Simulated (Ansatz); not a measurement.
# Si2As: start and end of a relaxation

Recipe of this trial structure of Si2As: 4-, 6-connected net, elements by coordination (R-3m, No. 166). Lengths were set from tabulated atomic sizes, so they are only a guess.

POSCAR.start

```
Si As
1.0
     1.73459    1.00147    4.44848
    -1.73459    1.00147    4.44848
     0.00000   -2.00293    4.44848
Si As
2 1
Direct
  0.41606 0.41606 0.41606
  0.58394 0.58394 0.58394
  0.00000 0.00000 0.00000
```

Level of theory: DFT PBE, scalar-relativistic, plane waves, PAW (Ansatz 0.2.0). Cutoff 420 eV, Gaussian smearing, Γ-centred meshes. Cell and atoms relax first on a coarse mesh and then on a finer one. In between, the cell is made exact in the group found at 0.06 Å. In metals the finer mesh still leaves noise of several meV/atom or more. The steps can't lower the symmetry of their start. No spin polarisation.

POSCAR.end

```
Si As
1.0
     1.83073    1.05697    5.25904
    -1.83073    1.05697    5.25904
     0.00000   -2.11395    5.25904
Si As
2 1
Direct
  0.42598 0.42598 0.42598
  0.57402 0.57402 0.57402
  0.00000 0.00000 0.00000
```

The symmetry stays R-3m (No. 166). The volume per atom grows by 31.7 %, from 15.5 to 20.4 Å³. The shortest distance goes from 2.24 Å (Si–Si) to 2.34 Å (Si–Si). The ratio c/a of the conventional cell changes by a factor of 1.12. The energy falls by about 0.64 eV/atom (the start's value is from the coarse mesh).

```yaml
Volume_per_atom: 20.35 Å³
Density: 3.57 g/cm³
Formation_energy: +0.50 eV/atom
Gap_on_the_12×12×12_mesh_of_the_3-atom_cell: 0 eV (a metal)
```

Formation energies are uncorrected and refer to the elements' standard structures at the same level. A positive value: parting into the elements would lower its energy.

The last run used Gaussian smearing of 0.10 eV. An odd number of electrons in the primitive cell allows no gap without spin; a larger cell or a magnetic state could open one. The cell is a metal run without spin; a magnetic state may lie lower. The reference form of As is held partly by dispersion forces, which this level lacks. A structure relaxed within its symmetry needn't be a true minimum. In all, the 3 runs took 60 s on 1 thread of Arm Neoverse V2, on a shared host.
